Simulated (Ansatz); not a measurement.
# Ge$_{3}$Pt$_{2}$ (Pnma): electronic heat capacity and spin susceptibility from the density of states

The calculation used DFT r2SCAN, scalar-relativistic, plane waves, PAW in Ansatz 0.2.0.

Cutoff 500 eV; k points 4×10×6 on the computed 20-atom cell (Γ-centred); Gaussian smearing, width 0.10 eV; no spin polarisation.

Relaxed cell: Pnma, a = 16.390 Å, b = 3.457 Å, c = 6.212 Å, α = 90.00°, β = 90.00°, γ = 90.00°, 20 atoms in the primitive cell. Whether it is the stable form of this composition wasn't checked.

The density of states at the Fermi level is 4.578 states/eV in the cell of 20 atoms (4 formula units; both spins, tetrahedra on a 6×15×9 mesh).

What Sommerfeld coefficient and Pauli susceptibility does this give?

Per formula unit N(E_F) = 1.144 states/eV. γ = (π²/3) k_B² N(E_F) N_A = 2.357 mJ/(mol K²) per state/eV, so γ = 2.7 mJ/(mol K²), a mole of formula units. χ_P = μ_B² N(E_F) N_A = 3.23×10⁻⁵ emu/mol per state/eV gives 3.7×10⁻⁵ emu/mol. This is the bare band result: a measured γ of the same phase is as a rule larger by a factor 1 + λ from phonons and spin fluctuations, the spin part of χ is larger by the Stoner factor, and a measured χ also holds orbital and core terms. N(E_F) at one energy is sensitive to the mesh where the density of states has sharp peaks.

Spin-orbit coupling is left out, which matters for the bands of heavy elements.

Cost: 1 run of about 27 core-minutes, on Intel Xeon Platinum 8488C (Sapphire Rapids) (shared hosts).